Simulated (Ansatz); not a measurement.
ZnO:
```cif
data_O2Zn2
_chemical_formula_sum 'Zn2 O2'
_space_group_name_H-M_alt 'P63mc'
_space_group_IT_number 186
_space_group_name_Hall 'P 6c -2c'
_cell_length_a 3.23502
_cell_length_b 3.23502
_cell_length_c 5.21142
_cell_angle_alpha 90.000
_cell_angle_beta 90.000
_cell_angle_gamma 120.000
loop_
_atom_site_label
_atom_site_type_symbol
_atom_site_symmetry_multiplicity
_atom_site_Wyckoff_symbol
_atom_site_fract_x
_atom_site_fract_y
_atom_site_fract_z
_atom_site_occupancy
Zn1 Zn 2 b 0.33333 0.66667 0.00033 1
O1 O 2 b 0.33333 0.66667 0.37998 1
```

Relaxed with r²SCAN.

Question: Decompose the optical modes at the zone centre into irreducible representations, and say which are infrared and Raman allowed.

Answer: Point group 6mm: Γ_opt = A1 + 2B1 + E1 + 2E2. Infrared: A1, E1. Raman: A1, E1, E2.

Question: Assign frequencies (DFPT, plane-wave PAW r²SCAN (Ansatz code); without the LO–TO term).

Answer: E2 92, B1 258, A1 372, E1 395, E2 427, B1 543 cm⁻¹.

Subscripts of B labels follow the axes of the standard setting.

Space group P6_3mc (wurtzite). The r²SCAN relaxation kept the symmetry of its start; of distortions, only those at the zone centre were tested.

Potentials: the earlier of the program's two PAW sets.
